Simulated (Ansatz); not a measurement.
A relaxed structure of Bi$_{2}$O$_{3}$. Space group Ia-3 (No. 206), bixbyite type. Method: PBEsol (plane waves to 420 eV, PAW, scalar-relativistic; Ansatz, an electronic-structure program).

```xyz
40
Lattice="-5.5403 5.5403 5.5403 5.5403 -5.5403 5.5403 5.5403 5.5403 -5.5403" Properties=species:S:1:pos:R:3 pbc="T T T"
Bi     2.7701     2.7701     2.7701
Bi    -2.7701     2.7701     2.7701
Bi     2.7701     2.7701    -2.7701
Bi     2.7701    -2.7701     2.7701
Bi     5.2418     0.0000     2.7701
Bi     0.2984     0.0000     8.3104
Bi     2.7701     5.2418     0.0000
Bi     8.3104     0.2984     0.0000
Bi     0.0000     2.7701     5.2418
Bi     0.0000     8.3104     0.2984
Bi     0.2984     5.5403     2.7701
Bi     5.2418     5.5403    -2.7701
Bi     2.7701     0.2984     5.5403
Bi    -2.7701     5.2418     5.5403
Bi     5.5403     2.7701     0.2984
Bi     5.5403    -2.7701     5.2418
O      4.3946     1.7118     4.1887
O      6.6860     3.8285     4.1887
O      1.1457     1.7118     6.8919
O     -1.1457     3.8285     6.8919
O      4.1887     4.3946     1.7118
O      4.1887     6.6860     3.8285
O      6.8919     1.1457     1.7118
O      6.8919    -1.1457     3.8285
O      1.7118     4.1887     4.3946
O      3.8285     4.1887     6.6860
O      1.7118     6.8919     1.1457
O      3.8285     6.8919    -1.1457
O      1.1457     3.8285     1.3516
O     -1.1457     1.7118     1.3516
O      4.3946     3.8285    -1.3516
O      6.6860     1.7118    -1.3516
O      1.3516     1.1457     3.8285
O      1.3516    -1.1457     1.7118
O     -1.3516     4.3946     3.8285
O     -1.3516     6.6860     1.7118
O      3.8285     1.3516     1.1457
O      1.7118     1.3516    -1.1457
O      3.8285    -1.3516     4.3946
O      1.7118    -1.3516     6.6860
```

Task: Give the band gap at the level PBEsol.

Result: 1.81 eV, direct at H (no spin-orbit coupling).

No spin polarisation in the result. Spin-orbit coupling is missing; with elements this heavy it can move band edges by tenths of an eV or more.

The run could not lose the symmetry of its start.

The first start was generated by placing the elements on the sites of a structure type. Materials Project lists a structure of Bi2O3 in the same space group, Ia-3 (No. 206); the sites were not compared with it, nor with measured phases.
